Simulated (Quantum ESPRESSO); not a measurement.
Band energies of MgTe

```
MgTe
1.0
    0.00000     3.21929     3.21929
    3.21929     0.00000     3.21929
    3.21929     3.21929     0.00000
Mg Te
1 1
Direct
  0.00000   0.00000   0.00000
  0.25000   0.25000   0.25000
```

PBEsol (Quantum ESPRESSO, PseudoDojo norm-conserving, 84 Ry, no spin-orbit coupling); path ΓXWKΓLUWLK,UX; energies in eV from the valence-band maximum.

| k (1/Å) | point | band 9 | band 10 | band 11 | band 12 | band 13 | band 14 | band 15 | band 16 |
|---|---|---|---|---|---|---|---|---|---|
| 0.00 | Γ | -35.10 | -10.27 | 0.00 | 0.00 | 0.00 | 2.34 | 5.45 | 5.45 |
| 0.22 |  | -35.10 | -10.19 | -0.67 | -0.19 | -0.19 | 3.15 | 4.98 | 5.82 |
| 0.43 |  | -35.10 | -9.97 | -1.71 | -0.59 | -0.59 | 4.02 | 4.23 | 6.59 |
| 0.76 |  | -35.10 | -9.57 | -2.84 | -1.10 | -1.10 | 2.99 | 3.66 | 8.66 |
| 0.98 | X | -35.10 | -9.46 | -3.09 | -1.21 | -1.21 | 2.71 | 3.49 | 9.61 |
| 1.34 |  | -35.10 | -9.46 | -2.80 | -1.80 | -1.45 | 4.04 | 4.99 | 6.73 |
| 1.46 | W | -35.10 | -9.45 | -2.72 | -1.93 | -1.49 | 4.48 | 5.67 | 6.14 |
| 1.58 |  | -35.10 | -9.46 | -2.76 | -1.93 | -1.36 | 4.17 | 5.37 | 6.48 |
| 1.81 | K | -35.10 | -9.47 | -2.84 | -1.99 | -0.97 | 3.36 | 5.18 | 7.90 |
| 1.91 |  | -35.10 | -9.51 | -2.76 | -2.09 | -0.83 | 3.62 | 5.90 | 7.25 |
| 2.12 |  | -35.10 | -9.65 | -2.68 | -1.69 | -0.50 | 4.20 | 5.74 | 6.21 |
| 2.43 |  | -35.10 | -10.00 | -1.79 | -0.70 | -0.12 | 3.94 | 5.19 | 5.84 |
| 2.64 |  | -35.10 | -10.19 | -0.73 | -0.18 | -0.02 | 3.03 | 5.26 | 5.56 |
| 2.84 | Γ | -35.10 | -10.27 | 0.00 | 0.00 | 0.00 | 2.34 | 5.45 | 5.45 |
| 2.95 |  | -35.10 | -10.25 | -0.25 | -0.02 | -0.02 | 2.57 | 5.41 | 5.50 |
| 3.16 |  | -35.10 | -10.10 | -1.43 | -0.15 | -0.15 | 3.33 | 5.57 | 5.74 |
| 3.48 |  | -35.10 | -9.77 | -2.94 | -0.37 | -0.37 | 3.26 | 5.60 | 5.60 |
| 3.69 | L | -35.10 | -9.67 | -3.28 | -0.42 | -0.42 | 3.17 | 5.49 | 5.49 |
| 3.99 |  | -35.10 | -9.59 | -3.06 | -1.35 | -0.65 | 3.89 | 5.19 | 6.29 |
| 4.19 |  | -35.10 | -9.50 | -2.83 | -1.99 | -0.88 | 3.53 | 5.61 | 7.17 |
| 4.29 | U | -35.10 | -9.47 | -2.84 | -1.99 | -0.97 | 3.36 | 5.18 | 7.90 |
| 4.52 |  | -35.10 | -9.46 | -2.76 | -1.93 | -1.36 | 4.17 | 5.37 | 6.48 |
| 4.63 | W | -35.10 | -9.45 | -2.72 | -1.93 | -1.49 | 4.48 | 5.67 | 6.14 |
| 4.73 |  | -35.10 | -9.47 | -2.73 | -1.96 | -1.37 | 4.45 | 5.51 | 6.12 |
| 5.03 |  | -35.10 | -9.59 | -3.07 | -1.31 | -0.70 | 4.14 | 4.82 | 6.41 |
| 5.22 |  | -35.10 | -9.66 | -3.25 | -0.57 | -0.45 | 3.34 | 5.33 | 5.59 |
| 5.32 | L | -35.10 | -9.67 | -3.28 | -0.42 | -0.42 | 3.17 | 5.49 | 5.49 |
| 5.49 |  | -35.10 | -9.64 | -3.21 | -0.81 | -0.51 | 3.60 | 5.14 | 5.76 |
| 5.66 |  | -35.10 | -9.57 | -3.01 | -1.53 | -0.70 | 3.85 | 5.37 | 6.52 |
| 5.92 | K | -35.10 | -9.47 | -2.84 | -1.99 | -0.97 | 3.36 | 5.18 | 7.90 |
| 5.92 | U | -35.10 | -9.47 | -2.84 | -1.99 | -0.97 | 3.36 | 5.18 | 7.90 |
| 6.01 |  | -35.10 | -9.46 | -2.93 | -1.77 | -1.07 | 3.16 | 4.50 | 8.44 |
| 6.26 | X | -35.10 | -9.46 | -3.09 | -1.21 | -1.21 | 2.71 | 3.49 | 9.61 |

The PBEsol gap is direct, 2.34 eV at Γ.

Without spin-orbit coupling, band edges of such heavy elements can be off by tenths of an eV.

Geometry relaxed with PBEsol.

This is not the ordinary phase of the substance; no match was found in the copy of COD used, and its stability was not checked.
